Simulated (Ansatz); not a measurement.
Given:

CeO$_{2}$:
```
CELL_PARAMETERS angstrom
      0.00000     2.67943     2.67943
      2.67943     0.00000     2.67943
      2.67943     2.67943     0.00000
ATOMIC_POSITIONS crystal
  Ce 0.00000 0.00000 0.00000
  O  0.25000 0.25000 0.25000
  O  0.75000 0.75000 0.75000
```

This is the LDA-relaxed structure.

**Question.** All from LDA in the plane-wave PAW code Ansatz, unless another level is named. Give the Born charges (a third of the trace).

**Answer.** Ce +5.77, O -2.89 e.

**Question.** Predict the electronic dielectric constant ε∞ (DFPT).

**Answer.** 7.81.

**Question.** Give the static dielectric constant ε0 (ions relaxed, cell fixed).

**Answer.** 26.9.

Space group Fm-3m (fluorite). Symmetry was held in the LDA relaxation. The run is not spin-polarised. The 4f shell is in the valence. No Hubbard U is applied. Spin–orbit coupling is left out wherever it is not named.

Potentials: the earlier of the program's two PAW sets. The files were generated under PBE; for other functionals the program regenerates the frozen cores, and for LDA and PBEsol the local potential too.
